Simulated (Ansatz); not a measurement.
SiO₂:
```cif
data_O6Si3
_chemical_formula_sum 'O6 Si3'
_space_group_name_H-M_alt 'P 1'
_space_group_IT_number 1
_cell_length_a 4.94947
_cell_length_b 4.94947
_cell_length_c 5.44174
_cell_angle_alpha 90.000
_cell_angle_beta 90.000
_cell_angle_gamma 120.000
loop_
_space_group_symop_operation_xyz
  'x, y, z'
loop_
_atom_site_label
_atom_site_type_symbol
_atom_site_fract_x
_atom_site_fract_y
_atom_site_fract_z
_atom_site_occupancy
O1 O 0.41257 0.26669 0.21428 1
O2 O 0.73331 0.14588 0.54761 1
O3 O 0.85412 0.58743 0.88095 1
O4 O 0.26669 0.41257 0.78572 1
O5 O 0.14588 0.73331 0.45239 1
O6 O 0.58743 0.85412 0.11905 1
Si1 Si 0.47048 0.00000 0.33333 1
Si2 Si 0.00000 0.47048 0.66667 1
Si3 Si 0.52952 0.52952 0.00000 1
```

Relaxed with plane-wave PAW PBEsol (Ansatz code). Indices refer to the conventional cell of P3_121, a = b = 4.9495 Å, c = 5.4417 Å, α = β = 90.00°, γ = 120.00°.

**Question.** Simulate the powder diffraction pattern (Co Kα, λ = 1.79026 Å; lines above 1 %) up to 2θ = 90°.

**Answer.** Simulated powder pattern, Co Kα, λ = 1.79026 Å (kinematic, ideal powder, no thermal factors, no anomalous dispersion; the 30 strongest lines at most, above 1 %, up to 2θ = 90°):

```json
[
 {"2θ (°)": "24.11", "d (Å)": "4.286", "I/Imax (%)": "20", "hkl": "(1 0 -1 0)"},
 {"2θ (°)": "30.83", "d (Å)": "3.367", "I/Imax (%)": "100", "hkl": "(1 0 -1 1)+(0 1 -1 1)"},
 {"2θ (°)": "42.41", "d (Å)": "2.475", "I/Imax (%)": "7.5", "hkl": "(1 1 -2 0)"},
 {"2θ (°)": "45.87", "d (Å)": "2.297", "I/Imax (%)": "7.3", "hkl": "(0 1 -1 2)+(1 0 -1 2)"},
 {"2θ (°)": "46.83", "d (Å)": "2.253", "I/Imax (%)": "3.2", "hkl": "(1 1 -2 1)"},
 {"2θ (°)": "49.37", "d (Å)": "2.143", "I/Imax (%)": "5.2", "hkl": "(2 0 -2 0)"},
 {"2θ (°)": "53.34", "d (Å)": "1.994", "I/Imax (%)": "3.3", "hkl": "(0 2 -2 1)+(2 0 -2 1)"},
 {"2θ (°)": "58.54", "d (Å)": "1.831", "I/Imax (%)": "13", "hkl": "(1 1 -2 2)"},
 {"2θ (°)": "64.24", "d (Å)": "1.684", "I/Imax (%)": "4.1", "hkl": "(2 0 -2 2)+(0 2 -2 2)"},
 {"2θ (°)": "64.80", "d (Å)": "1.670", "I/Imax (%)": "1.8", "hkl": "(1 0 -1 3)+(0 1 -1 3)"},
 {"2θ (°)": "70.41", "d (Å)": "1.553", "I/Imax (%)": "10", "hkl": "(2 1 -3 1)+(1 2 -3 1)"},
 {"2θ (°)": "75.45", "d (Å)": "1.463", "I/Imax (%)": "1.9", "hkl": "(1 1 -2 3)"},
 {"2θ (°)": "80.04", "d (Å)": "1.392", "I/Imax (%)": "6.5", "hkl": "(2 1 -3 2)+(1 2 -3 2)"},
 {"2θ (°)": "80.56", "d (Å)": "1.385", "I/Imax (%)": "7.9", "hkl": "(0 2 -2 3)+(2 0 -2 3)"},
 {"2θ (°)": "80.74", "d (Å)": "1.382", "I/Imax (%)": "4.9", "hkl": "(3 0 -3 1)+(0 3 -3 1)"},
 {"2θ (°)": "87.31", "d (Å)": "1.297", "I/Imax (%)": "2.8", "hkl": "(0 1 -1 4)+(1 0 -1 4)"}
]
```

The cell was relaxed with PBEsol under the symmetry of its start.

Potentials: the later of the program's two PAW sets.
